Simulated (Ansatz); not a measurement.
NbNF$_{2}$:
```cif
data_F2NNb
_chemical_formula_sum 'Nb1 N1 F2'
_space_group_name_H-M_alt 'P4/mmm'
_space_group_IT_number 123
_space_group_name_Hall '-P 4 2'
_cell_length_a 4.07908
_cell_length_b 4.07908
_cell_length_c 3.85505
_cell_angle_alpha 90.000
_cell_angle_beta 90.000
_cell_angle_gamma 90.000
loop_
_atom_site_label
_atom_site_type_symbol
_atom_site_symmetry_multiplicity
_atom_site_Wyckoff_symbol
_atom_site_fract_x
_atom_site_fract_y
_atom_site_fract_z
_atom_site_occupancy
Nb1 Nb 1 a 0.00000 0.00000 0.00000 1
N1 N 1 b 0.00000 0.00000 0.50000 1
F1 F 2 f 0.00000 0.50000 0.00000 1
```

Relaxed at zero pressure with PBEsol (plane waves, PAW; program Ansatz).

Problem. The volume is lowered by 6 % and shape and atoms relax at that volume. What pressure results, and how do the axes share the change?

Solution. 9.3 GPa; a -2.4 %, b -2.4 %, c -1.4 %; the energy rises by 26 meV/atom.

Problem. Give the new structure.

Solution. 
Space group P4/mmm (No. 123); a = b = 3.9830 Å, c = 3.8007 Å, α = β = γ = 90.00°

```csv
atom,site,symmetry,x,y,z
Nb,1a,4/mmm,0.0000,0.0000,0.0000
N,1b,4/mmm,0.0000,0.0000,0.5000
F,2f,mmm.,0.0000,0.5000,0.0000
```

The phase is kept; no other phase was compared at this pressure.

The start of the workflow was typed in or built on a structure type; neither database checked (COD, Materials Project) lists it. Its standing as an ambient phase is unchecked. The cell was relaxed with PBEsol under the symmetry of its start; its stability against distortions is not shown here. The workflow began spin-polarised and lost its moments. The cell computed holds one magnetic atom, so no antiferromagnetic order was within reach.

Potentials: the later of the program's two PAW sets.
